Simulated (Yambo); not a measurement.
A G0W0@LDA run in Yambo for Ba2RuH6 (space group Fm-3m, No. 225) (2×2×2 Γ-centred k mesh, bands 5 to 186 and a 7 Ry block in the screening, 186 bands in G with the Bruneval-Gonze terminator, plasmon pole fitted at 27.2 eV) gives these matrix elements, in eV, at the band edges (Γ → X):

```tsv
state	E0	<Vxc>	<Σx>	<Σc(E0)>	Z
valence edge	0.000	-18.842	-22.544	3.418	0.767
conduction edge	1.677	-12.675	-8.248	-3.449	0.817
```

**Question.** Solve the linearised quasiparticle equation for both states, give the gap, and say how exchange and correlation each act on it.

**Answer.** E = E0 + Z(Σx + Σc − Vxc). Valence: 0.000 + 0.767 × (-22.544 + (3.418) − (-18.842)) = -0.22 eV. Conduction: 1.677 + 0.817 × (-8.248 + (-3.449) − (-12.675)) = 2.47 eV. The gap is 2.69 eV, against 1.68 eV in LDA. Replacing Vxc by bare exchange alone would open it by 8.13 eV; correlation takes back 6.87 eV of that, and Z scales what is left. Nearest settings tried, and what they do to the gap: 142 bands in W, 142 bands in G: -8 meV; 6 Ry block (259 vectors against 307): -7 meV; 4×4×4 mesh: +51 meV. So the settings aren't converged at that level. The k mesh is coarse. Spin-orbit splittings are left out.

Geometry of the Materials Project entry, not relaxed at this level; primitive cell a = 5.7044 Å, b = 5.7044 Å, c = 5.7044 Å, α = 60.00°, β = 60.00°, γ = 60.00°.

The structure is a Materials Project entry; no match was found in the copy of COD used, and its stability was not checked.
